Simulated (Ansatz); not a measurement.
Run on SrMg: DFT, LDA, PAW with Ansatz's default frozen-core files, scalar-relativistic (Ansatz 0.2.0). This run: the series' base cell.

The base volume is that of a database entry, so it needn't be at zero pressure; the structure needn't be the stable phase, at rest or compressed.

Command: `ansatz run input.yaml --threads 1 --pin off --max-ram 2048MiB --backend cpu --events-out ev --progress --plain --runs-dir out` It took 3 s on 1 thread of Arm Neoverse V2, with other jobs on the host, peak memory 0.32 GiB.

```yaml
crystal:
  lattice:
    - [3.9, 0.0, 0.0]
    - [0.0, 3.9, 0.0]
    - [0.0, 0.0, 3.9]
  atoms:
    - { symbol: Sr, position: [0.5, 0.5, 0.5] }
    - { symbol: Mg, position: [0.0, 0.0, 0.0] }
kpoints:
  mp_grid: { grid: [9, 9, 9] }
  band_path:
    path:
      - [0.0, 0.0, 0.0]
      - [0.0, 0.5, 0.0]
      - [0.5, 0.5, 0.0]
      - [0.0, 0.0, 0.0]
      - [0.5, 0.5, 0.5]
      - [0.0, 0.5, 0.0]
      - [0.5, 0.5, 0.5]
      - [0.5, 0.5, 0.0]
    npoints: 6
scf:
  occupations: { method: fermi_dirac, width: 0.05 }
hamiltonian:
  xc: lda
  pseudopotentials: { kind: paw }
output:
  forces: true
  stress: true
  eigenvalues: true
  efg: { contact_densities: true }
  populations: true
```

Output:

```
Sr: output.efg is read without spin–orbit coupling, which moves field gradients at and beside such atoms by some per cent and up to a factor of two; PAW files take it under magnetization.noncollinear and magnetization.spin_orbit
Engine: ansatz 0.2.0
Pseudopotentials: kind: paw
Pseudopotential: Sr, paw, valence charge 10, recommended cutoff 420 eV (normal), Sr.paw.azcp
Pseudopotential: Mg, paw, valence charge 10, recommended cutoff 420 eV (normal), Mg.paw.azcp
Functional definition: SPW92
  exchange = slater_x
  correlation = pw_c
Crystal: 2 atoms, lattice volume = 59.319 Å³
Basis set: ecut = 420 eV, 1189 PW (Γ)
Bands: 14, of which v1, the nominal top of the filled ones, is band 10 counted from 1 (9 counted from 0)
Symmetry: 48 space group operations
Space group: Pm-3m (ITA 221), of the structure as read, at distance tolerance 3.9e-5 Å
k-points: 35 of 729
Non-local potential: Sr, projectors of the file, l = 0: 3, l = 1: 2, l = 2: 2
Non-local potential: Mg, projectors of the file, l = 0: 3, l = 1: 2, l = 2: 1
PAW form: soft (Blöchl's): semilocal exchange-correlation on the pseudo side does not see the compensation charge
PAW frozen core: Sr, regenerated for the run's functional, and the local potential with it (the file was generated under x = pbe(κ = 0.804, μ = 0.2195149727645171), c = pbe(β = 0.06672455060314922))
PAW frozen core: Mg, regenerated for the run's functional, and the local potential with it (the file was generated under x = pbe(κ = 0.804, μ = 0.2195149727645171), c = pbe(β = 0.06672455060314922))
PAW one-centre angular grid: Sr, 110 points (default); XC on 64 Gauss nodes
PAW one-centre angular grid: Mg, 110 points (default); XC on 64 Gauss nodes
Initial density: superposition of atomic densities (neutral atoms: chi_scale 0, normalization atom), corrected by the library's trained network
Initial wavefunctions: pseudopotential atomic-orbital guess
Functional: x = slater, c = lda
SCF iter   1: F=—  HF=-5346.012692 eV  |F-HF|=—  |Δ(HF+E_count)|=         —  Δρ=4.98e-3  dr2=4.57e-3  ethr=1.77e-3  ⟨swp⟩=7.0  Hψ=3158  notcnv=0
preconditioner: auto → none  [insulator: Δε(μ)=0.173 eV  Ē_g=4.188 eV  σ=0.050 eV  W_gap=0.51  n_scr=6 (ndim 8)  ℏωp=9.6 eV  f_vac=0.000  D(μ)=1.49/eV (n_scr^D=6)  ε∞_Penn≈6.3]
SCF iter   2: F=—  HF=-5346.009105 eV  |F-HF|=—  |Δ(HF+E_count)|=   3.59e-3  Δρ=1.78e-3  dr2=6.79e-4  ethr=2.28e-5  ⟨swp⟩=2.0  Hψ=1174  notcnv=0
SCF iter   3: F=—  HF=-5346.008949 eV  |F-HF|=—  |Δ(HF+E_count)|=   1.56e-4  Δρ=3.28e-4  dr2=2.81e-5  ethr=3.40e-6  ⟨swp⟩=2.1  Hψ=653  notcnv=0
SCF iter   4: F=—  HF=-5346.008957 eV  |F-HF|=—  |Δ(HF+E_count)|=   8.68e-6  Δρ=3.56e-5  dr2=5.64e-7  ethr=1.41e-7  ⟨swp⟩=2.3  Hψ=686  notcnv=0
iter 5 did not close the SCF: its close was put off for the readings that it lacked (scf_convergence_deferred on its scf_iter line)
SCF iter   5: F=-5346.008957 eV  HF=-5346.008957 eV  |F-HF|=2.85e-8  |Δ(HF+E_count)|=   1.92e-8  Δρ=7.94e-6  dr2=3.76e-8  ethr=2.82e-9  ⟨swp⟩=2.1  Hψ=715  notcnv=0
SCF iter   6: F=-5346.008957 eV  HF=-5346.008957 eV  |F-HF|=2.73e-12  |Δ(HF+E_count)|=   1.50e-8  Δρ=1.49e-6  dr2=5.37e-10  ethr=1.88e-10  ⟨swp⟩=3.7  Hψ=2194  notcnv=0
SCF 1 converged in 6 iterations: F = -5346.008957 eV  dr2 = 5.37e-10
  greatest PAW one-centre occupation: 1.000 electrons in one spin orbital (limit 2), on the Mg atom at site 1 (counted from 0), in its partial waves of l = 1
NSCF: frozen V_eff on 43 k-points
SCF converged after 6 iterations
Free energy (F): -5346.008957 eV
Harris-Foulkes:  -5346.008957 eV  (|F-HF|=2.73e-12)
Internal energy: -5345.997127 eV  (E = F + TS)
E sigma→0 (E₀):  -5346.003042 eV
Entropy (-TS):   -0.011830 eV (-5.915 meV/atom)
Fermi energy:    6.961479 eV
--- Per-component energies (eV) ---
  E_band       = -449.710579
  E_kinetic    = 321.580615
  E_local      = -2315.274499  (includes V_loc(G=0)·N_el)
  E_nonlocal   = 303.706605
  E_hartree    = 755.384275
  E_xc         = -199.645856
  E_vxc        = -198.300311  (∫ρ·V_xc dr)
  E_paw        = -2868.508996  (= ΣΔE_a)
  E_vpaw       = -72.191129  (= ΣTr[D̂ρ^β])
  E_aug_tail   = -0.000001  (compensation charges beyond the density's cutoff)
  E_ewald      = -1343.683884
  E_core_change = 0.444615  (= ΣΔE_core)
  E_smearing   = -0.011830  (= −TS)
  E_closure    = -0.000000  (closes the sum)
  Σ components = -5346.008957   (vs F -5346.008957, Δ=0.00e0)
--- Forces (eV/Å), atoms counted from 1 ---
  atom   1  Sr     0.00000000    -0.00000000     0.00000000
  atom   2  Mg    -0.00000000     0.00000000    -0.00000000
  max |Σ_I F_I| component: 2.15e-29 eV/Å
--- Stress (GPa, compression-positive) ---
        3.425251       0.000000       0.000000
        0.000000       3.425251       0.000000
        0.000000       0.000000       3.425251
  P = ⅓ Tr σ = 3.4253 GPa (34.253 kbar)
--- PAW observables at the nuclei: V_zz in 10²¹ V/m², potentials from the cell's mean, atoms counted from 1 ---
  atom   1  Sr V_zz =    +0.000000   η = 0.0000   by run symmetry: forbidden
            electrostatic potential = -5507.030695 V   contact ρ = 399284.313588 e/Å³
  atom   2  Mg V_zz =    -0.000000   η = 0.0000   by run symmetry: forbidden
            electrostatic potential = -1100.730512 V   contact ρ = 7720.983976 e/Å³
--- Band table (eV; the first three rows and the last of 35) ---
  k-point 0: bands = ["-68.1133", "-35.5420", "-35.5420", "-35.5420", "-28.5142", "-10.4891", "-10.4891", "-10.4891", "1.6894", "7.5715", "7.5715", "11.3669", "11.3669", "11.3669"]
  k-point 1: bands = ["-68.1133", "-35.5422", "-35.5420", "-35.5420", "-28.5121", "-10.5264", "-10.4858", "-10.4858", "1.8464", "7.4717", "7.6580", "10.8114", "10.8114", "11.1206"]
  k-point 2: bands = ["-68.1133", "-35.5427", "-35.5420", "-35.5420", "-28.5068", "-10.6192", "-10.4775", "-10.4775", "2.2981", "6.9730", "7.9025", "10.1268", "10.1268", "11.1211"]
  k-point 34: bands = ["-68.1132", "-35.5432", "-35.5432", "-35.5432", "-28.4643", "-10.7000", "-10.6985", "-10.6985", "5.8395", "6.2097", "6.2097", "8.4928", "10.4203", "10.6733"]
--- Löwdin populations: 2 sites ---
  site symbol       q [e]
     0     Sr      9.3627
     1     Mg      9.5762
  spilling = 0.053058 (of n_electrons = 20.000000)
```

populations.tsv:

```
# site	symbol	l	j	q
# orbitals = lowdin
# n_electrons = 20.000000
# spilling = 0.053058
0	Sr	0_4S	-	1.989083
0	Sr	0_5S	-	1.379114
0	Sr	1_4P	-	5.994497
1	Mg	0_2S	-	1.998227
1	Mg	0_3S	-	1.578060
1	Mg	1_2P	-	5.999866
```

Next run (volume at 0.85 of the series' base cell), as changes to the input before:

```diff
   lattice:
-    - [3.9, 0.0, 0.0]
-    - [0.0, 3.9, 0.0]
-    - [0.0, 0.0, 3.9]
+    - [3.694346125, 0.0, 0.0]
+    - [0.0, 3.694346125, 0.0]
+    - [0.0, 0.0, 3.694346125]
   atoms:
```

Command: `ansatz run input.yaml --threads 1 --pin off --max-ram 2048MiB --backend cpu --events-out ev --progress --plain --runs-dir out` It took 2.9 s on 1 thread of Arm Neoverse V2, with other jobs on the host, peak memory 0.32 GiB.

Results part of the output:

```
SCF 1 converged in 6 iterations: F = -5345.633515 eV  dr2 = 5.81e-10
  greatest PAW one-centre occupation: 1.000 electrons in one spin orbital (limit 2), on the Mg atom at site 1 (counted from 0), in its partial waves of l = 1
NSCF: frozen V_eff on 43 k-points
SCF converged after 6 iterations
Free energy (F): -5345.633515 eV
Harris-Foulkes:  -5345.633515 eV  (|F-HF|=7.37e-11)
Internal energy: -5345.624240 eV  (E = F + TS)
E sigma→0 (E₀):  -5345.628878 eV
Entropy (-TS):   -0.009275 eV (-4.637 meV/atom)
Fermi energy:    8.491317 eV
--- Per-component energies (eV) ---
  E_band       = -414.921381
  E_kinetic    = 325.354200
  E_local      = -2202.352143  (includes V_loc(G=0)·N_el)
  E_nonlocal   = 304.028030
  E_hartree    = 715.079371
  E_xc         = -201.495123
  E_vxc        = -200.723355  (∫ρ·V_xc dr)
  E_paw        = -2868.200199  (= ΣΔE_a)
  E_vpaw       = -71.386501  (= ΣTr[D̂ρ^β])
  E_aug_tail   = 0.000003  (compensation charges beyond the density's cutoff)
  E_ewald      = -1418.482993
  E_core_change = 0.444615  (= ΣΔE_core)
  E_smearing   = -0.009275  (= −TS)
  E_closure    = -0.000000  (closes the sum)
  Σ components = -5345.633515   (vs F -5345.633515, Δ=0.00e0)
--- Forces (eV/Å), atoms counted from 1 ---
  atom   1  Sr     0.00000000     0.00000000     0.00000000
  atom   2  Mg    -0.00000000    -0.00000000    -0.00000000
  max |Σ_I F_I| component: 2.83e-29 eV/Å
--- Stress (GPa, compression-positive) ---
       10.937059       0.000000      -0.000000
        0.000000      10.937059       0.000000
        0.000000       0.000000      10.937059
  P = ⅓ Tr σ = 10.9371 GPa (109.371 kbar)
--- PAW observables at the nuclei: V_zz in 10²¹ V/m², potentials from the cell's mean, atoms counted from 1 ---
  atom   1  Sr V_zz =    +0.000000   η = 0.0000   by run symmetry: forbidden
            electrostatic potential = -5509.143232 V   contact ρ = 399288.069722 e/Å³
  atom   2  Mg V_zz =    +0.000000   η = 0.0000   by run symmetry: forbidden
            electrostatic potential = -1102.765058 V   contact ρ = 7721.685232 e/Å³
--- Band table (eV; the first three rows and the last of 35) ---
  k-point 0: bands = ["-66.3261", "-33.7561", "-33.7561", "-33.7561", "-26.6782", "-8.6229", "-8.6229", "-8.6229", "2.9255", "8.9079", "8.9079", "13.6877", "13.6877", "13.6877"]
  k-point 1: bands = ["-66.3260", "-33.7565", "-33.7561", "-33.7561", "-26.6739", "-8.6877", "-8.6173", "-8.6173", "3.1131", "8.8752", "9.0071", "12.8991", "12.8991", "13.4019"]
  k-point 2: bands = ["-66.3260", "-33.7576", "-33.7560", "-33.7560", "-26.6632", "-8.8469", "-8.6030", "-8.6030", "3.6431", "8.5362", "9.2888", "12.0454", "12.0454", "13.3098"]
  k-point 34: bands = ["-66.3257", "-33.7587", "-33.7587", "-33.7587", "-26.5781", "-8.9697", "-8.9668", "-8.9668", "7.1950", "7.5153", "7.5153", "10.6474", "12.7277", "12.9741"]
--- Löwdin populations: 2 sites ---
  site symbol       q [e]
     0     Sr      9.3452
     1     Mg      9.5647
  spilling = 0.054505 (of n_electrons = 20.000000)
```

Next run (volume at 0.7 of the series' base cell), as changes to the input before:

```diff
   lattice:
-    - [3.694346125, 0.0, 0.0]
-    - [0.0, 3.694346125, 0.0]
-    - [0.0, 0.0, 3.694346125]
+    - [3.4628256068, 0.0, 0.0]
+    - [0.0, 3.4628256068, 0.0]
+    - [0.0, 0.0, 3.4628256068]
   atoms:
```

Results part of the output:

```
SCF 1 converged in 6 iterations: F = -5344.660695 eV  dr2 = 7.33e-9
  greatest PAW one-centre occupation: 1.001 electrons in one spin orbital (limit 2), on the Mg atom at site 1 (counted from 0), in its partial waves of l = 1
NSCF: frozen V_eff on 43 k-points
SCF converged after 6 iterations
Free energy (F): -5344.660695 eV
Harris-Foulkes:  -5344.660695 eV  (|F-HF|=8.55e-9)
Internal energy: -5344.650080 eV  (E = F + TS)
E sigma→0 (E₀):  -5344.655388 eV
Entropy (-TS):   -0.010614 eV (-5.307 meV/atom)
Fermi energy:    10.733483 eV
--- Per-component energies (eV) ---
  E_band       = -367.988391
  E_kinetic    = 330.823099
  E_local      = -2061.591391  (includes V_loc(G=0)·N_el)
  E_nonlocal   = 304.484177
  E_hartree    = 666.267072
  E_xc         = -203.982307
  E_vxc        = -203.989922  (∫ρ·V_xc dr)
  E_paw        = -2867.774211  (= ΣΔE_a)
  E_vpaw       = -70.245283  (= ΣTr[D̂ρ^β])
  E_aug_tail   = -0.000007  (compensation charges beyond the density's cutoff)
  E_ewald      = -1513.321127
  E_core_change = 0.444615  (= ΣΔE_core)
  E_smearing   = -0.010614  (= −TS)
  E_closure    = -0.000000  (closes the sum)
  Σ components = -5344.660695   (vs F -5344.660695, Δ=0.00e0)
--- Forces (eV/Å), atoms counted from 1 ---
  atom   1  Sr     0.00000000    -0.00000000     0.00000000
  atom   2  Mg    -0.00000000     0.00000000    -0.00000000
  max |Σ_I F_I| component: 1.54e-29 eV/Å
--- Stress (GPa, compression-positive) ---
       25.840745       0.000000      -0.000000
        0.000000      25.840745       0.000000
        0.000000       0.000000      25.840745
  P = ⅓ Tr σ = 25.8407 GPa (258.407 kbar)
--- PAW observables at the nuclei: V_zz in 10²¹ V/m², potentials from the cell's mean, atoms counted from 1 ---
  atom   1  Sr V_zz =    -0.000000   η = 0.0000   by run symmetry: forbidden
            electrostatic potential = -5511.964313 V   contact ρ = 399293.126035 e/Å³
  atom   2  Mg V_zz =    +0.000000   η = 0.0000   by run symmetry: forbidden
            electrostatic potential = -1105.533252 V   contact ρ = 7722.943515 e/Å³
--- Band table (eV; the first three rows and the last of 35) ---
  k-point 0: bands = ["-63.9274", "-31.3591", "-31.3591", "-31.3591", "-24.2751", "-6.1218", "-6.1218", "-6.1218", "4.8125", "10.7342", "10.7342", "16.9888", "16.9888", "16.9888"]
  k-point 1: bands = ["-63.9274", "-31.3602", "-31.3590", "-31.3590", "-24.2657", "-6.2419", "-6.1118", "-6.1118", "5.0484", "10.8032", "10.8504", "15.7861", "15.7861", "16.6313"]
  k-point 2: bands = ["-63.9273", "-31.3628", "-31.3588", "-31.3588", "-24.2418", "-6.5310", "-6.0862", "-6.0862", "5.6919", "10.7329", "11.1818", "14.7028", "14.7028", "16.3796"]
  k-point 34: bands = ["-63.9265", "-31.3652", "-31.3652", "-31.3652", "-24.0579", "-6.7201", "-6.7145", "-6.7145", "9.0713", "9.3426", "9.3426", "13.6913", "16.0729", "16.2889"]
--- Löwdin populations: 2 sites ---
  site symbol       q [e]
     0     Sr      9.2641
     1     Mg      9.5547
  spilling = 0.059058 (of n_electrons = 20.000000)
```

Next run (volume at 0.6 of the series' base cell), as changes to the input before:

```diff
   lattice:
-    - [3.4628256068, 0.0, 0.0]
-    - [0.0, 3.4628256068, 0.0]
-    - [0.0, 0.0, 3.4628256068]
+    - [3.2893873947, 0.0, 0.0]
+    - [0.0, 3.2893873947, 0.0]
+    - [0.0, 0.0, 3.2893873947]
   atoms:
   populations: true
+  write_density: true
+  write_potential: true
+  elf: true
+  volumetric_format: npy
```

Command: `ansatz run input.yaml --threads 1 --pin off --max-ram 2048MiB --backend cpu --events-out ev --progress --plain --runs-dir out` It took 2.4 s on 1 thread of Arm Neoverse V2, on a shared host, peak memory 0.3 GiB.

Results part of the output:

```
SCF 1 converged in 6 iterations: F = -5343.400855 eV  dr2 = 1.41e-9
  greatest PAW one-centre occupation: 1.001 electrons in one spin orbital (limit 2), on the Mg atom at site 1 (counted from 0), in its partial waves of l = 1
NSCF: frozen V_eff on 43 k-points
SCF converged after 6 iterations
Free energy (F): -5343.400855 eV
Harris-Foulkes:  -5343.400855 eV  (|F-HF|=3.66e-10)
Internal energy: -5343.389849 eV  (E = F + TS)
E sigma→0 (E₀):  -5343.395352 eV
Entropy (-TS):   -0.011006 eV (-5.503 meV/atom)
Fermi energy:    12.713843 eV
--- Per-component energies (eV) ---
  E_band       = -326.335489
  E_kinetic    = 335.971900
  E_local      = -1944.861025  (includes V_loc(G=0)·N_el)
  E_nonlocal   = 304.840595
  E_hartree    = 626.925534
  E_xc         = -206.170723
  E_vxc        = -206.875067  (∫ρ·V_xc dr)
  E_paw        = -2867.427343  (= ΣΔE_a)
  E_vpaw       = -69.262176  (= ΣTr[D̂ρ^β])
  E_aug_tail   = 0.000002  (compensation charges beyond the density's cutoff)
  E_ewald      = -1593.113404
  E_core_change = 0.444615  (= ΣΔE_core)
  E_smearing   = -0.011006  (= −TS)
  E_closure    = 0.000000  (closes the sum)
  Σ components = -5343.400855   (vs F -5343.400855, Δ=0.00e0)
--- Forces (eV/Å), atoms counted from 1 ---
  atom   1  Sr     0.00000000    -0.00000000    -0.00000000
  atom   2  Mg    -0.00000000     0.00000000    -0.00000000
  max |Σ_I F_I| component: 1.21e-29 eV/Å
--- Stress (GPa, compression-positive) ---
       43.818543      -0.000000       0.000000
        0.000000      43.818543       0.000000
        0.000000       0.000000      43.818543
  P = ⅓ Tr σ = 43.8185 GPa (438.185 kbar)
--- PAW observables at the nuclei: V_zz in 10²¹ V/m², potentials from the cell's mean, atoms counted from 1 ---
  atom   1  Sr V_zz =    +0.000000   η = 0.0000   by run symmetry: forbidden
            electrostatic potential = -5514.466650 V   contact ρ = 399297.676854 e/Å³
  atom   2  Mg V_zz =    -0.000000   η = 0.0000   by run symmetry: forbidden
            electrostatic potential = -1107.958105 V   contact ρ = 7724.250860 e/Å³
--- Band table (eV; the first three rows and the last of 35) ---
  k-point 0: bands = ["-61.8465", "-29.2791", "-29.2791", "-29.2791", "-22.1854", "-3.8748", "-3.8748", "-3.8748", "6.7157", "12.3951", "12.3951", "19.6973", "19.6973", "19.6973"]
  k-point 1: bands = ["-61.8464", "-29.2813", "-29.2789", "-29.2789", "-22.1685", "-4.0643", "-3.8595", "-3.8595", "7.0014", "12.5267", "12.5655", "18.4208", "18.4208", "19.6513"]
  k-point 2: bands = ["-61.8462", "-29.2867", "-29.2784", "-29.2784", "-22.1252", "-4.5105", "-3.8205", "-3.8205", "7.7475", "12.7823", "12.9030", "17.1401", "17.1401", "19.2368"]
  k-point 34: bands = ["-61.8443", "-29.2907", "-29.2907", "-29.2907", "-21.8002", "-4.7650", "-4.7566", "-4.7566", "10.7979", "11.0352", "11.0352", "16.5093", "19.2785", "19.4384"]
--- Löwdin populations: 2 sites ---
  site symbol       q [e]
     0     Sr      9.1828
     1     Mg      9.5392
  spilling = 0.063901 (of n_electrons = 20.000000)
```

The PAW files were made under PBE.
